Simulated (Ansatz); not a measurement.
The calculation used Ansatz, DFT PBE, scalar-relativistic, plane waves, PAW. Cutoff 420 eV, Γ-centred meshes of about 0.25 Å⁻¹ or finer for metals and 0.3 Å⁻¹ for insulators (2π included), Gaussian smearing. No spin polarisation.

These are static total energies at zero pressure.

Compare these two cells of ScIn₂Se₂, each relaxed at this level.

A.

```
CELL_PARAMETERS angstrom
1.90352 1.09900 11.01632
-1.90352 1.09900 11.01632
0.00000 -2.19799 11.01632
ATOMIC_POSITIONS crystal
Sc 0.00000 0.00000 0.00000
In 0.45260 0.45260 0.45260
In 0.54740 0.54740 0.54740
Se 0.71447 0.71447 0.71447
Se 0.28553 0.28553 0.28553
```

B.

```
CELL_PARAMETERS angstrom
3.84491 0.00000 0.00000
-1.92246 3.32979 0.00000
0.00000 0.00000 10.39025
ATOMIC_POSITIONS crystal
Sc 0.00000 0.00000 0.00000
In 0.66667 0.33333 0.37488
In 0.33333 0.66667 0.62513
Se 0.66667 0.33333 0.84926
Se 0.33333 0.66667 0.15074
```

Question: Which form is favoured at zero pressure, and by what margin per atom?

Answer: They are level within the accuracy (2 meV/atom apart, with B the lower in these runs). A has space group R-3m (No. 166), 27.7 Å³/atom and no gap on its mesh; B has space group P-3m1 (No. 164), 26.6 Å³/atom and no gap. In A, around Sc lie 6 Se at 2.71 Å; around In lie 1 In at 3.13 Å, 3 Se at 3.23 Å and 6 In at 3.81 Å; Se is surrounded by 3 Sc at 2.71 Å and 3 In at 3.23 Å. In B, around Sc lie 6 Se at 2.72 Å; In has 3 Se at 3.22 Å, 3 In at 3.42 Å and 6 In at 3.84 Å; around Se lie 3 Sc at 2.72 Å and 3 In at 3.22 Å. Both come from trial cells of a structure search, whose lowest cell (R-3m, 26.5 Å³/atom) lies 21 meV/atom below the lower of the two.

For metals, differences of a few meV/atom aren't resolved. In R-3m, P-3m1 an odd number of electrons in the primitive cell allows no gap without spin; a larger cell or a magnetic state could open one. Trial moments fell under 0.15 μB along the way in R-3m and P-3m1; another start might hold them. Cells relaxed within their symmetry can be saddle points. Some structure types and database cells were kept out of the candidates from the start, so a known form may be missing.
